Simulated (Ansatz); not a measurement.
A geometry of Sb away from equilibrium: the start of the relaxation of a randomly generated symmetric cell of Sb (space group No. 129). These are r2SCAN (plane waves to 500 eV, PAW, scalar-relativistic; Ansatz, a program for electronic structure) values and carry that method's errors. Γ-centred k-mesh 10×10×5 on the run's cell (coarser than for final values), Fermi–Dirac smearing 0.05 eV.

```xyz
2
Lattice="3.1348 0.0000 0.0000 0.0000 3.1348 0.0000 0.0000 0.0000 6.3403" Properties=species:S:1:pos:R:3:forces:R:3 pbc="T T T" free_energy=-12995.465 pressure_GPa=32.0
Sb     0.0000     1.5674     5.6080    0.0000    0.0000   -4.7823
Sb     1.5674     0.0000     0.7323    0.0000    0.0000    4.7823
```

Positions in Å, forces in eV/Å, free energy of the cell in eV (comparable only within this code, potentials and settings). Largest force: 4.78 eV/Å, on Sb1, Sb2 (atoms numbered as listed); the geometry lies 1.17 eV/atom above the end of its relaxation.

No spin polarisation in the result.

The run could not lose the symmetry of its start, so the end can be a saddle point.

The end of the path is a generated cell of Sb: the first start was made by a random draw of sites in a space group, and the end was not matched to a known phase here, so it may be hypothetical. Known forms of Sb include space group No. 166.
